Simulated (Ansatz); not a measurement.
Relaxed-ion elastic tensor of Pb (fcc (Cu type), space group No. 225) in GPa (Voigt order), r²SCAN+D4 (plane waves, PAW; program Ansatz); density 11.20 g/cm³, 30.71 Å³ per atom.

```
52.6  42.7  42.7   0.0   0.0   0.0
42.7  52.6  42.7   0.0   0.0   0.0
42.7  42.7  52.6   0.0   0.0   0.0
 0.0   0.0   0.0  17.1   0.0   0.0
 0.0   0.0   0.0   0.0  17.1   0.0
 0.0   0.0   0.0   0.0   0.0  17.1
```

**Question.** Is the crystal mechanically stable?

**Answer.** Yes: the smallest eigenvalue of C is 9.8 GPa.

**Question.** Work out the Voigt, Reuss and Hill averages.

**Answer.** K_V = 46.0, K_R = 46.0, K_H = 46.0; G_V = 12.2, G_R = 8.6, G_H = 10.4 GPa.

**Question.** Give Young's modulus, Poisson's ratio, Pugh's ratio and the universal anisotropy index.

**Answer.** E = 9KG/(3K + G) = 29.0 GPa; ν = 0.39; K/G = 4.42 (ductile by the Pugh limit of 1.75); A_U = 5G_V/G_R + K_V/K_R − 6 = 2.11.

**Question.** Estimate the sound speeds and the Debye temperature.

**Answer.** v_l = √((K + 4G/3)/ρ) = 2310 m/s, v_t = √(G/ρ) = 964 m/s, mean 1090 m/s; Θ = (h/k)(3n/4πV)^(1/3) v_m = 104 K.

**Question.** Give the Zener ratio and Young's modulus along [100], [110] and [111].

**Answer.** A = 2C44/(C11 − C12) = 3.47; 1/E = S11 − 2(S11 − S12 − S44/2)Γ with Γ = 0, 1/4, 1/3 gives 14.3, 29.4, 45.6 GPa.

**Question.** Solve the Christoffel equation for the three sound speeds along [100], [110], [111].

**Answer.** Eigenvalues of C_ijkl n_j n_l equal ρv². In km/s, slowest first: [100] 1.24, 1.24, 2.17; [110] 0.66, 1.24, 2.40; [111] 0.90, 0.90, 2.48.

Space group Fm-3m (fcc (Cu type)). The cell was relaxed with r²SCAN+D4 under the symmetry of its start. The pairwise dispersion correction was not fitted to metals. As this level gives no gap, shear constants depend on the k-mesh and smearing (Fermi–Dirac, 0.1 eV here). Scalar-relativistic: spin–orbit coupling is off unless named, which matters more the heavier the elements.

Potentials: the later of the program's two PAW sets.
